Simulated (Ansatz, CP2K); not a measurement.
This is a calculation of MgBe3 for CP2K 2026.2. The cell comes from a database or a generator and needn't be the stable form of this composition.

mgbe3_scf.inp

```
&GLOBAL
  PROJECT mgbe3_scf
  RUN_TYPE ENERGY_FORCE
  PRINT_LEVEL LOW
&END GLOBAL
&FORCE_EVAL
  METHOD QS
  STRESS_TENSOR ANALYTICAL
  &DFT
    BASIS_SET_FILE_NAME BASIS_MOLOPT_UZH
    POTENTIAL_FILE_NAME POTENTIAL_UZH
    &MGRID
      CUTOFF 1400
      REL_CUTOFF 60
      NGRIDS 5
    &END MGRID
    &QS
      METHOD GPW
      EPS_DEFAULT 1.0E-10
    &END QS
    &KPOINTS
      SCHEME MONKHORST-PACK 6 6 7
      GAMMA_CENTERED T
      SYMMETRY T
      SYMMETRY_BACKEND SPGLIB
    &END KPOINTS
    &SCF
      SCF_GUESS ATOMIC
      EPS_SCF 1.0E-6
      MAX_SCF 100
      ADDED_MOS 22
      CHOLESKY OFF
      EPS_EIGVAL 1.0E-7
      &DIAGONALIZATION ON
        ALGORITHM STANDARD
      &END DIAGONALIZATION
      &MIXING ON
        METHOD BROYDEN_MIXING
        ALPHA 0.4
        BETA 1.5
        NBUFFER 8
      &END MIXING
      &SMEAR ON
        METHOD GAUSSIAN
        SIGMA [eV] 0.05
      &END SMEAR
    &END SCF
    &XC
      &XC_FUNCTIONAL PBE
      &END XC_FUNCTIONAL
    &END XC
    &PRINT
      &KPOINTS ON
      &END KPOINTS
      &MULLIKEN ON
      &END MULLIKEN
      &MO ON
        ENERGIES T
        OCCUPATION_NUMBERS T
        &EACH
          QS_SCF 0
        &END EACH
        ADD_LAST NUMERIC
      &END MO
      &LOWDIN ON
      &END LOWDIN
      &HIRSHFELD ON
        SHAPE_FUNCTION DENSITY
      &END HIRSHFELD
    &END PRINT
  &END DFT
  &SUBSYS
    &CELL
      A 5.4676023335 0.0000000000 0.0000000000
      B -2.7338011668 4.7350825186 0.0000000000
      C 0.0000000000 0.0000000000 3.6278910000
      PERIODIC XYZ
    &END CELL
    &COORD
      Mg  2.7338011670 1.5783608394 0.9069727500
      Mg  -0.0000000003 3.1567216792 2.7209182500
      Be  1.6541110411 4.1117231339 0.9069727500
      Be  -0.0000000000 1.2467187693 0.9069727500
      Be  -1.6541110412 4.1117231339 0.9069727500
      Be  4.3879122079 0.6233593847 2.7209182500
      Be  2.7338011667 3.4883637493 2.7209182500
      Be  1.0796901256 0.6233593847 2.7209182500
    &END COORD
    &KIND Mg
      BASIS_SET TZVP-MOLOPT-PBE-GTH-q10
      POTENTIAL GTH-PBE-q10
    &END KIND
    &KIND Be
      BASIS_SET TZVP-MOLOPT-PBE-GTH-q4
      POTENTIAL GTH-PBE-q4
    &END KIND
    &PRINT
      &ATOMIC_COORDINATES ON
      &END ATOMIC_COORDINATES
      &CELL ON
      &END CELL
    &END PRINT
  &END SUBSYS
  &PRINT
    &FORCES ON
    &END FORCES
    &STRESS_TENSOR ON
    &END STRESS_TENSOR
  &END PRINT
&END FORCE_EVAL
```

Potentials or basis: POTENTIAL_UZH Mg GTH-PBE-q10, Be GTH-PBE-q4; TZVP-MOLOPT-PBE-GTH basis.

Run with:

```bash
$ OMP_NUM_THREADS=1 cp2k.psmp -i mgbe3_scf.inp -o mgbe3_scf.out
```

Task: What does the same run look like in Ansatz 0.2.0? Potentials or basis there: Ansatz PAW, cutoff 420 eV.

Result: As run (cutoffs and basis follow the program's own potentials, and thresholds, step limits or extra output files can differ):

The input input.yaml:

```yaml
crystal:
  lattice:
    - [5.4676023335, 0.0, 0.0]
    - [-2.7338011668, 4.7350825186, 0.0]
    - [0.0, 0.0, 3.627891]
  atoms:
    - { symbol: Mg, position: [0.6666666667, 0.3333333333, 0.25] }
    - { symbol: Mg, position: [0.3333333333, 0.6666666667, 0.75] }
    - { symbol: Be, position: [0.73670601, 0.868353005, 0.25] }
    - { symbol: Be, position: [0.131646995, 0.26329399, 0.25] }
    - { symbol: Be, position: [0.131646995, 0.868353005, 0.25] }
    - { symbol: Be, position: [0.868353005, 0.131646995, 0.75] }
    - { symbol: Be, position: [0.868353005, 0.73670601, 0.75] }
    - { symbol: Be, position: [0.26329399, 0.131646995, 0.75] }
hamiltonian:
  xc: pbe
  pseudopotentials: { kind: paw }
kpoints:
  mp_grid: { grid: [6, 6, 7] }
scf:
  occupations: { method: gaussian, width: 0.05 }
output:
  forces: true
  stress: true
  eigenvalues: true
```

Potentials or basis: Ansatz PAW.

Launch:

```console
$ ansatz run input.yaml --threads 4 --pin off --max-ram 11264MiB --backend cpu --events-out ev --progress --plain --runs-dir out
```

Both were run:

|  | CP2K | Ansatz |
| --- | --- | --- |
| Pressure | 1.2 GPa | 0.1 GPa |

Ansatz's pressure holds a Pulay term of +0.02 GPa for its cutoff of 420 eV, which the other run lacks.

The potentials hold 44 and 32 valence electrons a cell.

Where Ansatz's input types no cutoff or centring, it takes its own default and a Γ-centred mesh.

The two runs disagree by more than potentials and bases usually give (in gap, levels, pressure or energy); the cause wasn't traced.

Pressure is positive in compression.
